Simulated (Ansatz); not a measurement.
Relaxed-ion elastic tensor of As$_{3}$Ir in space group Im-3 (No. 204; Ir on 8c, As on 24g) in GPa (Voigt order), the program Ansatz at the LDA level (PAW); density 9.23 g/cm³, 18.74 Å³ per atom.

```
 288  82.1  82.1   0.0   0.0   0.0
82.1   288  82.1   0.0   0.0   0.0
82.1  82.1   288   0.0   0.0   0.0
 0.0   0.0   0.0  87.8   0.0   0.0
 0.0   0.0   0.0   0.0  87.8   0.0
 0.0   0.0   0.0   0.0   0.0  87.8
```

Question: Is the crystal mechanically stable?

Answer: Yes: the smallest eigenvalue of C is 87.8 GPa.

Question: Work out the Voigt, Reuss and Hill averages.

Answer: K_V = 151, K_R = 151, K_H = 151; G_V = 93.9, G_R = 93.3, G_H = 93.6 GPa.

Question: Give Young's modulus, Poisson's ratio, Pugh's ratio and the universal anisotropy index.

Answer: E = 9KG/(3K + G) = 233 GPa; ν = 0.24; K/G = 1.61 (brittle by the Pugh limit of 1.75); A_U = 5G_V/G_R + K_V/K_R − 6 = 0.03.

Question: Estimate the sound speeds and the Debye temperature.

Answer: v_l = √((K + 4G/3)/ρ) = 5460 m/s, v_t = √(G/ρ) = 3180 m/s, mean 3530 m/s; Θ = (h/k)(3n/4πV)^(1/3) v_m = 396 K.

Question: Give the Zener ratio and Young's modulus along [100], [110] and [111].

Answer: A = 2C44/(C11 − C12) = 0.85; 1/E = S11 − 2(S11 − S12 − S44/2)Γ with Γ = 0, 1/4, 1/3 gives 252, 228, 221 GPa.

Question: Solve the Christoffel equation for the three sound speeds along [100], [110], [111].

Answer: Eigenvalues of C_ijkl n_j n_l equal ρv². In km/s, slowest first: [100] 3.08, 3.08, 5.59; [110] 3.08, 3.34, 5.44; [111] 3.26, 3.26, 5.39.

The workflow started from an entry of the Crystallography Open Database (COD). Its standing as an ambient phase is unchecked. Symmetry was held in the LDA relaxation; of distortions, only those at the zone centre were tested. No spin polarisation was allowed. Scalar-relativistic: spin–orbit coupling is off unless named, which matters more the heavier the elements.

Potentials: the later of the program's two PAW sets.
